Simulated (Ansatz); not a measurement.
Starting cell, Be (hcp, Mg type):

```
CELL_PARAMETERS angstrom
      4.52630     0.00000     0.00000
     -1.13157     1.95994     0.00000
      0.00000     0.00000     3.56313
ATOMIC_POSITIONS crystal
  Be 0.16667 0.66667 0.75000
  Be 0.66667 0.66667 0.75000
  Be 0.33333 0.33333 0.25000
  Be 0.83333 0.33333 0.25000
```

The atoms are displaced by Q × the pattern below (from a DFPT mode at M = (0.5, 0.0, 0.0), largest move 1; Q in Å), at fixed cell. (q is in reciprocal vectors of the primitive cell; the cell shown is doubled to hold the pattern.)

```json
[
 {"atom": "Be1", "x": "0.500", "y": "-0.866", "z": "0.000"},
 {"atom": "Be2", "x": "-0.500", "y": "0.866", "z": "0.000"},
 {"atom": "Be3", "x": "-0.500", "y": "0.866", "z": "0.000"},
 {"atom": "Be4", "x": "0.500", "y": "-0.866", "z": "0.000"}
]
```

The numbers are results of r2SCAN (plane waves to 500 eV, PAW, scalar-relativistic; Ansatz, an electronic-structure program), not measurements. k mesh 23×23×13 (Γ-centred), Fermi-Dirac smearing 0.05 eV. E stands for the smeared free energy. Stress and pressure are positive under compression. With partly filled bands, energies and forces of such displacements shift with the k mesh and the smearing. Be was relaxed with its symmetry unable to fall. The PAW data are Ansatz's earlier set. The zero of ΔE is the undisplaced structure.

| Q (Å) | −dE/dQ from forces (eV/Å) | P (GPa) | ΔE (eV/cell) |
|---|---|---|---|
| -0.100 | 4.514 | 1.9 | 0.230 |
| -0.083 | 3.807 | 1.3 | (withheld) |
| -0.067 | 3.076 | 0.8 | (withheld) |
| -0.050 | 2.324 | 0.5 | (withheld) |
| -0.033 | 1.558 | 0.2 | (withheld) |
| -0.017 | 0.782 | 0.0 | 0.007 |
| 0.000 | 0.000 | 0.0 | 0.000 |
| 0.017 | -0.782 | 0.0 | 0.007 |
| 0.033 | -1.558 | 0.2 | (withheld) |
| 0.050 | -2.324 | 0.5 | (withheld) |
| 0.067 | -3.076 | 0.8 | (withheld) |
| 0.083 | -3.807 | 1.3 | (withheld) |
| 0.100 | -4.514 | 1.9 | 0.230 |

Question: Complete the blanks.

Answer: 
- -0.083, ΔE (eV/cell): 0.161
- -0.067, ΔE (eV/cell): 0.103
- -0.050, ΔE (eV/cell): 0.058
- -0.033, ΔE (eV/cell): 0.026
- 0.033, ΔE (eV/cell): 0.026
- 0.050, ΔE (eV/cell): 0.058
- 0.067, ΔE (eV/cell): 0.103
- 0.083, ΔE (eV/cell): 0.161

(For displaced atoms, the force is minus the slope of the energy, and its curvature is a force constant, which sets phonon frequencies.)
